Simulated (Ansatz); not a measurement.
One starting cell of ZnO (a generated cell, ZnO built in the wurtzite structure type) was relaxed twice with Ansatz (plane waves, PAW, scalar-relativistic): with PBEsol at 420 eV and with PBE at 420 eV. The PBEsol result:

ZnO has the hexagonal space group P6₃mc (No. 186), the wurtzite structure, Pearson symbol hP4. Conventional cell: a = b = 3.2307 Å, c = 5.2158 Å, α = β = 90.00°, γ = 120.00°. Zn on 2b has 4 O at 1.969–1.976 Å (tetrahedral). O on 2b is surrounded by 4 Zn at 1.969–1.976 Å (tetrahedral). (Neighbours: up to the widest gap in distance over summed covalent radii, below 1.35, at either atom; cation-cation and far metal-metal contacts left out.)

```tsv
quantity	PBEsol	PBE
space group	P6₃mc	P6₃mc
volume (Å³/atom)	11.79	12.33
a (Å)	3.231	3.280
c (Å)	5.216	5.294
gap (eV, no spin-orbit coupling)	0.70	0.74
```

Both levels end in the same structure; PBE's volume is 4.6 % larger; its gap is the same within 0.05 eV. Neither column is exact.

No spin polarisation in the result.

Measured for ZnO: a 3.2482 Å (0 K or low temperature; as listed in arXiv:1206.3780); c 5.204 Å (0 K or low temperature; as listed in arXiv:1206.3780); gap 3.6 eV (static lattice; corrected from measurement; as listed in Wei Chen et al., Physical Review Materials (2018)). Computed minus measured — a: PBEsol -0.5 %, PBE +1.0 %; c: PBEsol +0.2 %, PBE +1.7 %; gap: PBEsol -2.90 eV, PBE -2.86 eV. The computed values are for a static lattice, and a measured gap can be an optical one, lowered by exciton binding.

The run could not lose the symmetry of its start; a randomly shaken copy of 4 atoms returns to this structure.

Ansatz is a program for electronic structure.
